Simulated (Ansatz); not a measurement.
Ansatz (an electronic-structure program) input:

Ansatz 0.2 input:
```yaml
crystal:
  lattice:
    - [1.6305263469, 0.9413848253, 5.5048628177]
    - [-1.6305263469, 0.9413848253, 5.5048628177]
    - [0.0, -1.8827696506, 5.5048628177]
  atoms:
    - { symbol: Ca, position: [0.0, 0.0, 0.0] }
    - { symbol: Zr, position: [0.5, 0.5, 0.5] }
    - { symbol: N, position: [0.2388012383, 0.2388012383, 0.2388012383] }
    - { symbol: N, position: [0.7611987617, 0.7611987617, 0.7611987617] }
kpoints:
  mp_grid: { grid: [10, 10, 10] }
hamiltonian:
  xc: lda
  pseudopotentials: { kind: paw }
scf:
  occupations: { method: fixed }
phonons:
  method: dfpt
  response_accuracy: low
  eigenvectors: true
  rigid_motions: translations
  dielectric: true
```

Output (shortened):

```
zone centre: on kpoints.mp_grid the ground state, and the responses unless they are solved on pairs of k-points, stand on 282 of the mesh's 1000 k-points, …
Pseudopotentials: kind: paw
Pseudopotential: Ca, paw, valence charge 10
Pseudopotential: Zr, paw, valence charge 12
Pseudopotential: N, paw, valence charge 5
Functional definition: SPW92
Crystal: 4 atoms, lattice volume = 50.698 Å³
Basis set: ecut = 420 eV, 1021 PW (Γ), exchange–correlation on 80×80×80 points (8 copies of the dense FFT grid, shifted against one another)
Bands: 20, of which v1, the nominal top of the filled ones, is band 16 counted from 1 (15 counted from 0)
Symmetry: 12 space group operations
k-points: 282 of 1000 (irreducible under 2 space group operations, time reversal used)
PAW frozen core: Ca, regenerated for the run's functional, and the local potential with it
PAW frozen core: Zr, regenerated for the run's functional, and the local potential with it
PAW frozen core: N, regenerated for the run's functional, and the local potential with it
Initial wavefunctions: pseudopotential atomic-orbital guess
Eigensolver: davidson
Functional: x = slater, c = lda
SCF iter   1: F=—  HF=-6604.791101 eV  |F-HF|=—  |Δ(HF+E_count)|=         —  Δρ=1.24e-2  dr2=8.99e-2  ethr=1.77e-3  ⟨swp⟩=4.2  Hψ=26145  notcnv=0  defer=354
all-band conjugate gradients solve this SCF's bands
preconditioner: auto → none
SCF iter   2: F=—  HF=-6604.783413 eV  |F-HF|=—  |Δ(HF+E_count)|=   7.69e-3  Δρ=1.15e-2  dr2=6.75e-2  ethr=2.81e-4  ⟨swp⟩=2.0  Hψ=10709  notcnv=0  defer=544
SCF iter   3: F=—  HF=-6604.768334 eV  |F-HF|=—  |Δ(HF+E_count)|=   1.51e-2  Δρ=2.57e-3  dr2=1.74e-3  ethr=2.11e-4  ⟨swp⟩=2.0  Hψ=8467  notcnv=0  defer=556
SCF iter   4: F=—  HF=-6604.767965 eV  |F-HF|=—  |Δ(HF+E_count)|=   3.69e-4  Δρ=7.29e-4  dr2=2.54e-4  ethr=5.44e-6  ⟨swp⟩=2.4  Hψ=9018  notcnv=0  defer=562
SCF iter   5: F=—  HF=-6604.767913 eV  |F-HF|=—  |Δ(HF+E_count)|=   5.19e-5  Δρ=2.31e-4  dr2=3.04e-5  ethr=7.93e-7  ⟨swp⟩=2.0  Hψ=7744  notcnv=0  defer=437
SCF iter   6: F=—  HF=-6604.767906 eV  |F-HF|=—  |Δ(HF+E_count)|=   7.67e-6  Δρ=7.88e-5  dr2=5.24e-6  ethr=9.51e-8  ⟨swp⟩=2.0  Hψ=7882  notcnv=0  defer=16
SCF iter   7: F=—  HF=-6604.767905 eV  |F-HF|=—  |Δ(HF+E_count)|=   1.22e-6  Δρ=2.23e-5  dr2=3.22e-7  ethr=1.64e-8  ⟨swp⟩=2.0  Hψ=7262  notcnv=0  defer=6
SCF iter   8: F=—  HF=-6604.767905 eV  |F-HF|=—  |Δ(HF+E_count)|=   2.58e-7  Δρ=4.28e-6  dr2=9.79e-9  ethr=1.01e-9  ⟨swp⟩=2.0  Hψ=7314  notcnv=0  defer=3
SCF iter   9: F=-6604.767905 eV  HF=-6604.767905 eV  |F-HF|=2.73e-12  |Δ(HF+E_count)|=   1.75e-9  Δρ=3.36e-7  dr2=2.49e-11  ethr=1.00e-12  ⟨swp⟩=6.2  Hψ=35723  notcnv=0
SCF 1 converged in 9 iterations: F = -6604.767905 eV  dr2 = 2.49e-11
NSCF: frozen V_eff on 39 k-points
DFPT response loops at Γ: preconditioner auto → Resta (q_TF=auto, 2.527 Å⁻¹)  ε∞=14.0 (no band partly filled) …
── the response to a field inside a basis, on 14×14×14 k-points: an SCF that follows is theirs, and a resumed run solves both again ──
Crystal: 4 atoms, lattice volume = 50.698 Å³
Bands: 17, of which v1, the nominal top of the filled ones, is band 16 counted from 1 (15 counted from 0)
k-points: 280
Initial density: handed on by an earlier stage of this run
Initial wavefunctions: pseudopotential atomic-orbital guess (no wavefunctions were taken with the density)
Eigensolver: Dense (280 Hₖ)
SCF iter   1: F=—  HF=-6604.768500 eV  |F-HF|=—  |Δ(HF+E_count)|=         —  Δρ=3.05e-4  dr2=7.79e-6  ethr=1.00e-1
all-band conjugate gradients don't solve this SCF's bands (scf.eigensolver.kind)
preconditioner: auto → none
SCF iter   2: F=—  HF=-6604.768500 eV  |F-HF|=—  |Δ(HF+E_count)|=   4.38e-7  Δρ=1.43e-4  dr2=2.86e-6  ethr=2.43e-8
SCF iter   3: F=—  HF=-6604.768501 eV  |F-HF|=—  |Δ(HF+E_count)|=   1.04e-6  Δρ=9.77e-5  dr2=4.98e-6  ethr=8.93e-9
SCF iter   4: F=-6604.768500 eV  HF=-6604.768500 eV  |F-HF|=4.95e-9  |Δ(HF+E_count)|=   1.06e-6  Δρ=8.58e-6  dr2=1.68e-8  ethr=8.93e-9
SCF 1 converged in 4 iterations: F = -6604.768500 eV  dr2 = 1.68e-8
DFPT response loops at Γ: preconditioner auto → Resta (q_TF=auto, 2.527 Å⁻¹)  ε∞=13.6 (no band partly filled) …
WARN: field response: ε∞ stands inside a basis, on 14×14×14 points …
SCF converged after 9 iterations
Free energy (F): -6604.767905 eV
Harris-Foulkes:  -6604.767905 eV  (|F-HF|=2.73e-12)
Internal energy: -6604.767905 eV  (E = F + TS)
E sigma→0 (E₀):  -6604.767905 eV
Fermi energy:    12.297976 eV
--- Per-component energies (eV) ---
  E_band       = -128.025744
  E_kinetic    = 878.890023
  E_local      = -1434.930301  (includes V_loc(G=0)·N_el)
  E_nonlocal   = 241.779352
  E_hartree    = 446.392446
  E_xc         = -419.291302
  E_vxc        = -518.684341  (∫ρ·V_xc dr)
  E_paw        = -3900.245354  (= ΣΔE_a)
  E_vpaw       = -187.865533  (= ΣTr[D̂ρ^β])
  E_aug_tail   = 0.000203  (compensation charges beyond the density's cutoff)
  E_ewald      = -2418.176626
  E_core_change = 0.813655  (= ΣΔE_core)
  E_smearing   =  0.000000  (= −TS)
  E_closure    = 0.000000  (closes the sum)
  Σ components = -6604.767905   (vs F -6604.767905, Δ=0.00e0)
  [band-id]    e_kinetic+e_local+e_nonlocal+2·e_hartree+e_vxc+e_vpaw+e_augmentation_tail = -128.025706   (vs E_band -128.025744, Δ=3.82e-5)
--- Band table (eV; the first three rows and the last of 282) ---
  k-point 0: bands = ["-35.4635", "-25.9286", "-13.8157", "-13.2504", "-13.2504", "-7.4095", "-6.9589", "-6.9589", "-1.1543", "1.0518", "7.5570", "9.2326", "9.2326", "12.0463", "12.2980", "12.2980", "14.9346", "14.9346", "15.2620", "17.2121"]
  k-point 1: bands = ["-35.4549", "-25.9182", "-13.7943", "-13.3395", "-13.2679", "-7.3933", "-7.0468", "-6.9752", "-0.9711", "0.9134", "7.7805", "9.2708", "9.3362", "11.5603", "11.9303", "12.0223", "14.9046", "15.3321", "15.5579", "17.3496"]
  k-point 2: bands = ["-35.4321", "-25.8909", "-13.7387", "-13.5644", "-13.3134", "-7.3503", "-7.2654", "-7.0175", "-0.5237", "0.6105", "8.2872", "9.3531", "9.5827", "10.2856", "11.5467", "11.6781", "14.6834", "16.1176", "16.3042", "17.0233"]
  k-point 281: bands = ["-35.4634", "-25.9301", "-13.7914", "-13.2504", "-13.2504", "-7.5142", "-6.9595", "-6.9595", "-0.5258", "0.3729", "8.8226", "9.4704", "9.4704", "10.0765", "11.6623", "11.6623", "15.3007", "15.3007", "16.0145", "16.2518"]
  band table: 20 of 20 bands, residual norms ≤ 1.0e-3 eV
--- Phonons (Γ-DFPT): 6 representative perturbations + reference, on 282 of 1000 k-points (Σ response iterations 18) ---
  k mesh reduced under 2 symmetry operations, with k and −k counted as one. Each operation leaves every solved perturbation unchanged …
  ASR residual: 1.518e-4 → 0.000e0 eV/Å²; symmetrization residual: 3.159e-5 eV/Å²
  ASR residual per site (eV/Å²): 1.36e-4 1.48e-4 1.52e-4 1.52e-4
  Γ frequencies (cm⁻¹): 0.00 0.00 0.00 157.19 157.19 248.21 248.21 292.77 399.69 452.65 452.65 616.89
  ε∞ (high-frequency dielectric tensor):
       11.930584     0.000000     0.000000
        0.000000    11.930584     0.000000
        0.000000     0.000000     9.667046
  ε⁰ (static dielectric tensor: ions relaxed, cell fixed):
       89.968538     0.000000     0.000000
        0.000000    89.968538     0.000000
        0.000000     0.000000    35.426472
  ε⁰ − ε∞ (ionic part):
       78.037954     0.000000     0.000000
        0.000000    78.037954     0.000000
        0.000000     0.000000    25.759426
  softest optical mode at Γ: 157.19 cm⁻¹; the repairs (sum rule, projections) moved no ω² at Γ by more than (3.21 cm⁻¹)²
  Born effective charges Z* (e; rows j = field, columns β = displacement):
    site 0:
         2.43876    0.00000    0.00000
         0.00000    2.43876    0.00000
         0.00000    0.00000    3.66970
    site 1:
         6.68700    0.00000    0.00000
         0.00000    6.68700    0.00000
         0.00000    0.00000    3.74288
    site 2:
        -4.56288    0.00000    0.00000
         0.00000   -4.56288    0.00000
         0.00000    0.00000   -3.70629
    site 3:
        -4.56288    0.00000    0.00000
         0.00000   -4.56288    0.00000
         0.00000    0.00000   -3.70629
  Z* charge neutrality: 1.610e-3 e pre-enforcement
  solved inside a basis spanned on kpoints, on 14×14×14 k-points transformed towards the longest dipole …
  optical modes at Γ without the LO–TO term, one row a degenerate level:
      ω (cm⁻¹)  modes    IR ((D/Å)²/amu)
        157.19      2            41.4631
        248.21      2           125.1710
        292.77      1            47.7825
        399.69      1             8.7634
        452.65      2             0.0000
        616.89      1             0.0000
  optical modes at Γ + LO–TO along q̂ = [1.0000, 0.0000, 0.0000]:
      ω (cm⁻¹)  modes    IR ((D/Å)²/amu)
        157.19      1            20.7316
        181.87      1             0.2157
        248.21      1            62.5855
        292.77      1            47.7825
        399.69      1             8.7634
        452.65      2             0.0000
        589.09      1            83.1014
        616.89      1             0.0000
  optical modes at Γ + LO–TO along q̂ = [0.0000, 1.0000, 0.0000]:
      ω (cm⁻¹)  modes    IR ((D/Å)²/amu)
        157.19      1            20.7316
        181.87      1             0.2157
        248.21      1            62.5855
        292.77      1            47.7825
        399.69      1             8.7634
        452.65      2             0.0000
        589.09      1            83.1014
        616.89      1             0.0000
  optical modes at Γ + LO–TO along q̂ = [0.0000, 0.0000, 1.0000]:
      ω (cm⁻¹)  modes    IR ((D/Å)²/amu)
        157.19      2            41.4631
        248.21      2           125.1710
        380.34      1             1.0106
        452.65      2             0.0000
        588.97      1            55.5353
        616.89      1             0.0000
```

Cost: about 9 core-minutes (a rough figure) on shared cores.

Space group R-3m. The first step of the workflow began from a Materials Project structure, measured or hypothetical; the Crystallography Open Database copy checked does not list it. Its standing as an ambient phase is unchecked. The cell was relaxed with LDA under the symmetry of its start; of distortions, only those at the zone centre were tested. The run is not spin-polarised. Scalar-relativistic: spin–orbit coupling is off unless named, which matters more the heavier the elements.

Potentials: the later of the program's two PAW sets.

Ansatz is a plane-wave DFT program.
